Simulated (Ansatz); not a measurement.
Relaxed-ion elastic tensor of Sn (diamond, Fd-3m) in GPa (Voigt order), DFT-PBE in the program Ansatz with PAW potentials; density 5.35 g/cm³, 36.86 Å³ per atom.

```tsv
	1	2	3	4	5	6
1	54.7	26.1	26.1	0.0	0.0	0.0
2	26.1	54.7	26.1	0.0	0.0	0.0
3	26.1	26.1	54.7	0.0	0.0	0.0
4	0.0	0.0	0.0	24.7	0.0	0.0
5	0.0	0.0	0.0	0.0	24.7	0.0
6	0.0	0.0	0.0	0.0	0.0	24.7
```

Is the crystal mechanically stable?

Yes: the smallest eigenvalue of C is 24.7 GPa.

Work out the Voigt, Reuss and Hill averages.

K_V = 35.6, K_R = 35.6, K_H = 35.6; G_V = 20.5, G_R = 19.1, G_H = 19.8 GPa.

Give Young's modulus, Poisson's ratio, Pugh's ratio and the universal anisotropy index.

E = 9KG/(3K + G) = 50.2 GPa; ν = 0.27; K/G = 1.80 (near the Pugh limit of 1.75, no verdict); A_U = 5G_V/G_R + K_V/K_R − 6 = 0.37.

Estimate the sound speeds and the Debye temperature.

v_l = √((K + 4G/3)/ρ) = 3410 m/s, v_t = √(G/ρ) = 1920 m/s, mean 2140 m/s; Θ = (h/k)(3n/4πV)^(1/3) v_m = 192 K.

Give the Zener ratio and Young's modulus along [100], [110] and [111].

A = 2C44/(C11 − C12) = 1.73; 1/E = S11 − 2(S11 − S12 − S44/2)Γ with Γ = 0, 1/4, 1/3 gives 37.8, 52.4, 60.2 GPa.

This is a known low-temperature phase of the composition, computed here at zero pressure and temperature. The cell was relaxed with PBE under the symmetry of its start; phonons on a q-mesh show no instability. The volume moved by 30 % from the start of the relaxation. As this level gives no gap, shear constants depend on the k-mesh and smearing (Fermi–Dirac, 0.1 eV here). Spin–orbit coupling is left out wherever it is not named.

Potentials: the later of the program's two PAW sets.
